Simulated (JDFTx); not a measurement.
Input for JDFTx (a modified build): tert-butylarsine, C4H11As (SMILES CC(C)(C)[AsH2]), charge 0, multiplicity 1, CANDLE, water, 0.5 M NaF; lengths in bohr, energies in hartree. The run starts from orbitals saved by an earlier run of the same system.

```
lattice \
  21.7318504332 0.0000000000 0.0000000000 \
  0.0000000000 22.6767134955 0.0000000000 \
  0.0000000000 0.0000000000 21.2594189020
coords-type Cartesian
ion C 0.7389684564 0.0332318921 1.9511588465 0
ion C -0.5370861461 0.0046526490 -0.6293280584 0
ion C -2.1558876439 -2.3683025788 -0.8932565106 0
ion C -2.1940295950 2.3473007050 -0.9262054304 0
ion As 2.0243957866 0.0044634066 -3.4581922209 0
ion H -0.6676271150 0.0297828240 3.4581922209 0
ion H 1.9074161218 1.7171353685 2.1659791819 0
ion H 1.9389009151 -1.6254928820 2.1875337134 0
ion H -3.0815855647 -2.4105840773 -2.7362828103 0
ion H -3.6129824113 -2.4316281627 0.5623410421 0
ion H -0.9891660618 -4.0595548288 -0.7158285532 0
ion H -3.1137847517 2.3530212610 -2.7727083654 0
ion H -1.0560111941 4.0595548288 -0.7646621693 0
ion H -3.6570787852 2.4031200846 0.5235762443 0
ion H 3.6534350556 2.0023659070 -2.2609918698 0
ion H 3.6570787852 -1.9867436973 -2.2544171655 0
ion-species pseudo/c_pbe_v1.2.upf
ion-species pseudo/as_pbe_v1.upf
ion-species pseudo/h_pbe_v1.4.upf
elec-cutoff 20 100
elec-ex-corr gga-PBE
symmetries none
elec-n-bands 19
converge-empty-states yes
electronic-scf nIterations 100 energyDiffThreshold 1e-8
fluid LinearPCM
pcm-variant CANDLE
fluid-solvent H2O
fluid-cation Na+ 0.5
fluid-anion F- 0.5
fluid-minimize nIterations 400 knormThreshold 1e-11
wavefunction read s0.wfns
dump-name s1.$VAR
dump End State Ecomponents EigStats BandEigs Forces ElecDensity IonicPositions FluidDebug
```

The log closes as follows.

```
[...]
SCF: Cycle: 20   Etot: -35.744003408759980   dEtot: -1.881e-09   |Residual|: 2.985e-05   |deigs|: 3.621e-06
SCF: Cycle: 21   Etot: -35.744003410093278   dEtot: -1.333e-09   |Residual|: 3.307e-05   |deigs|: 2.440e-05
SCF: Converged (|Delta E|<1.000000e-08 for 2 iters).
Converging empty states (this may take a while): |deigs|: 9.059e-06

# Ionic positions in cartesian coordinates:
ion C   0.738968456400000   0.033231892100000   1.951158846500000 0
ion C  -0.537086146100000   0.004652649000000  -0.629328058400000 0
ion C  -2.155887643900000  -2.368302578800000  -0.893256510600000 0
ion C  -2.194029595000000   2.347300705000000  -0.926205430400000 0
ion As   2.024395786600000   0.004463406600000  -3.458192220900000 0
ion H  -0.667627115000000   0.029782824000000   3.458192220900000 0
ion H   1.907416121800000   1.717135368500000   2.165979181900000 0
ion H   1.938900915100000  -1.625492882000000   2.187533713400000 0
ion H  -3.081585564700000  -2.410584077299999  -2.736282810300000 0
ion H  -3.612982411300000  -2.431628162700000   0.562341042100000 0
ion H  -0.989166061800000  -4.059554828799999  -0.715828553200000 0
ion H  -3.113784751700000   2.353021260999999  -2.772708365400000 0
ion H  -1.056011194100000   4.059554828799999  -0.764662169300000 0
ion H  -3.657078785200000   2.403120084600000   0.523576244300000 0
ion H   3.653435055600000   2.002365907000000  -2.260991869800000 0
ion H   3.657078785200000  -1.986743697299999  -2.254417165500000 0

# Forces in Cartesian coordinates:
force C   0.002866765678970  -0.000051030195139  -0.008179934238215 0
force C  -0.007367368701041   0.000019185680813   0.008251396093974 0
force C   0.008017852582078   0.003089757586542  -0.006062797242707 0
force C   0.008090168405511  -0.003064435623903  -0.006029303693652 0
force As  -0.011698876142523  -0.000065884919161  -0.009297934316721 0
force H  -0.006801364176997  -0.000019884719958   0.006299204085479 0
force H   0.004685693193684   0.005619040562550   0.002478342423352 0
force H   0.004775540265664  -0.005485750880229   0.002565881900362 0
force H  -0.004525040891545  -0.001956219201132  -0.005874403080593 0
force H  -0.005747464847643   0.000488208320036   0.006355151065012 0
force H   0.002315029807965  -0.007453218619400   0.000846886543637 0
force H  -0.004545576942021   0.001793233231364  -0.005888311779249 0
force H   0.002195622569714   0.007504767960894   0.000755695996987 0
force H  -0.005763082925925  -0.000479124505046   0.006387928149174 0
force H   0.006723903980828   0.010865558202764   0.003673334627985 0
force H   0.006747082397796  -0.010791315352806   0.003721490573691 0

# Energy components:
   A_diel =        0.0017087080899104
   Eewald =       44.4624147725677616
       EH =       71.1063825425604961
     Eloc =     -158.1615439482216914
      Enl =       -0.7168719720720700
      Exc =      -27.0047169292291365
 Exc_core =       13.8450315755419435
       KE =       20.7235918406694992
-------------------------------------
     Etot =      -35.7440034100932778


	eMin: -0.734523 at state 0 ( [ +0.000000 +0.000000 +0.000000 ] spin 0 )
	HOMO: -0.216885 at state 0 ( [ +0.000000 +0.000000 +0.000000 ] spin 0 )
```

The run took 22 electronic cycles (a count that differs between repeats, as do the digits past 10⁻⁶ Ha); the highest occupied level lies at -5.90 eV from the bulk liquid; the total lies 0.06 eV from the vacuum run at this geometry. The continuum can't coordinate to the solute or react with it.
